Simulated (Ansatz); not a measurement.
Y (dhcp (α-La type), P6_3/mmc) under volume change, DFT-PBEsol in the program Ansatz with PAW potentials, shape and atoms relaxed at each volume.

```tsv
V (Å³/atom)	E − E(relaxed) (meV/atom)	P (GPa)
28.080	?	?
29.005	15.8	2.86
29.931	3.8	1.34
30.857	0.0	0.00
31.782	3.5	-1.19
32.708	13.4	-2.23
33.634	?	?
```

Fill in the missing entries.


- 28.080, E − E(relaxed) (meV/atom): 37.2
- 28.080, P (GPa): 4.58
- 33.634, E − E(relaxed) (meV/atom): 29.0
- 33.634, P (GPa): -3.16

What does a third-order Birch–Murnaghan fit give for V₀, B₀ and B′?

V₀ = 30.86 Å³/atom, B₀ = 42.0 GPa, B′ = 3.1.

The workflow started from a Materials Project entry (that database holds measured and hypothetical structures alike). Its sites differ from those of the usual phase in this space group: another stacking or structure type. Symmetry was held in the PBEsol relaxation; of distortions, only those at the zone centre were tested. The workflow began spin-polarised and lost its moments.

Potentials: the later of the program's two PAW sets.
